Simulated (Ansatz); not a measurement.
Li₃BrO, first-principles data

Li$_{3}$BrO:
Space group Pm-3m (No. 221); a = b = c = 3.9365 Å, α = β = γ = 90.00°

```csv
atom,site,symmetry,x,y,z
Li,3d,4/mm.m,0.0000,0.0000,0.5000
Br,1b,m-3m,0.5000,0.5000,0.5000
O,1a,m-3m,0.0000,0.0000,0.0000
```

Space group Pm-3m (No. 221), anti-perovskite; conventional cell a = 3.936 Å, b = 3.936 Å, c = 3.936 Å, α = 90.00°, β = 90.00°, γ = 90.00°.

Method: plane-wave PAW PBEsol (Ansatz code). The cell and atoms are relaxed at this level. Other levels are named where they apply.

**Cell and energy**

- Volume per atom: 12.20 Å³
- Density: 3.18 g/cm³
- Formation energy from the elements (no fitted shifts): -165 kJ/mol-atom

**Electronic structure**

* **Band gap**: 4.32 eV (direct)
* **Valence-band maximum**: at M
* **Conduction-band minimum**: at M (3 equivalent valleys)
* **Electron effective mass**: 0.20, 0.71, 0.71 mₑ (principal values)
* **Electron effective mass with spin–orbit coupling**: 0.21, 0.71, 0.71 mₑ (principal values)
* **Hole effective mass with spin–orbit coupling**: 0.98, 0.98, 1.1 mₑ (principal values)
* **HSE06 gap on the PBEsol cell**: 5.90 eV
* **Gap with spin–orbit coupling**: 4.29 eV

**Mechanics**

- Bulk modulus (Birch–Murnaghan fit) = 52.5 GPa
- Pressure derivative B′ = 4.1
- Elastic constants (relaxed ions, GPa) = C11 = 90.8, C12 = 33.3, C44 = 47.4
- Mechanical stability = stable (all eigenvalues of C positive)
- Hill bulk and shear moduli = 52.5 and 38.8 GPa
- Young's modulus = 93.4 GPa
- Poisson's ratio = 0.20
- Debye temperature from the elastic constants = 499 K

**Dielectric response**

* **Electronic dielectric constant ε∞ (DFPT)**: 3.70
* **Born charges (a third of the trace)**: Li +1.13, Br -1.21, O -2.18 e

**Charges**

- Bader charges: Li +0.88, Br -0.94, O -1.69 e

The first step of the workflow began from a Materials Project structure, measured or hypothetical; the Crystallography Open Database files this formula in space group No. 221, but the cells were not matched. Its standing as an ambient phase is unchecked. The cell was relaxed with PBEsol under the symmetry of its start; its stability against distortions is not shown here. The references are the lowest solids computed at this level, not always the standard phases (solids in place of the gases). Spin–orbit coupling is left out wherever it is not named.

Potentials: the later of the program's two PAW sets.
